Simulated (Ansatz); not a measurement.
LiCl:
Space group Fm-3m (No. 225); a = b = c = 5.1499 Å, α = β = γ = 90.00°

| atom | site | symmetry | x | y | z |
|---|---|---|---|---|---|
| Li | 4a | m-3m | 0.0000 | 0.0000 | 0.0000 |
| Cl | 4b | m-3m | 0.5000 | 0.5000 | 0.5000 |
(The calculation used a cell of 2 atoms; values per cell refer to that cell.)

Relaxed with PBE. The program Ansatz at the PBE level (PAW) gives a gap of 6.26 eV.

Q: What gap does HSE06 give on the same cell (Ansatz, PAW)?

A: 7.65 eV, 1.39 eV more. The hybrid was solved on a coarser mesh and at special points; its gap is the smallest among all of these.

```
k  v1 PBE  c1 PBE  v1 HSE06  c1 HSE06
-  ------  ------  --------  --------
Γ    0.00    6.26      0.00      7.65
X   -1.08    7.80       [?]       [?]
L   -0.25    6.73       [?]       [?]
W   -1.04    9.43       [?]       [?]
K   -0.81    8.03       [?]       [?]
```

Q: Top valence (v1) and lowest conduction level (c1) in eV from each method's valence maximum (which need not be a listed point): supply the withheld HSE06 values.

A: 
- L, v1 HSE06: -0.28
- L, c1 HSE06: 8.10
- X, v1 HSE06: -1.17
- X, c1 HSE06: 9.23
- K, v1 HSE06: -0.88
- K, c1 HSE06: 9.45
- W, v1 HSE06: -1.12
- W, c1 HSE06: 10.96

Cost on shared cores: the PBE run (SCF on a 9×9×9 mesh, then bands and DOS) about 5 core-seconds (a rough figure), the HSE06 run (SCF on 7×7×7, then a few points) roughly 70 core-seconds; the tasks are unlike.

The cell was relaxed with PBE under the symmetry of its start; phonons on a q-mesh show no instability.

Potentials: the later of the program's two PAW sets.
